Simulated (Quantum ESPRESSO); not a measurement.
Field gradients of CdS from the PAW reconstruction of the field gradient on a scalar-relativistic PBE ground state (a modified build of Quantum ESPRESSO, JTH datasets), 20 Ha, k-mesh 6×6×4 through Γ:

```yaml
crystal:
  lattice:
    - [4.16884, 0.00000, 0.00000]
    - [-2.08442, 3.61032, 0.00000]
    - [0.00000, 0.00000, 6.77962]
  atoms:
    - { symbol: Cd, position: [0.66667, 0.33333, 0.50022] }
    - { symbol: Cd, position: [0.33333, 0.66667, 0.00022] }
    - { symbol: S, position: [0.66667, 0.33333, 0.87678] }
    - { symbol: S, position: [0.33333, 0.66667, 0.37678] }
```
The geometry is a computed Materials Project entry, not a measured one. It is CdS in P6₃mc. Stability against distortions was not tested.

Vzz is the sum of three terms, each taken along its main axis: the smooth valence density, the ions (nucleus and frozen core) with the augmentation charges of all other spheres, and the all-electron minus smooth density in the atom's own sphere. The split hangs on the datasets.  Cores are frozen. Cd had no test against all-electron runs.

```json
[
 {"site": "Cd (atoms 1, 2)", "smooth valence density": "-0.004", "ions and other spheres": "0.003", "own sphere": "___", "Vzz (a.u.)": "___"}
]
```

Task: What belongs in the gaps?

Result: 
- Cd (atoms 1, 2), own sphere: 0.030
- Cd (atoms 1, 2), Vzz (a.u.): 0.029
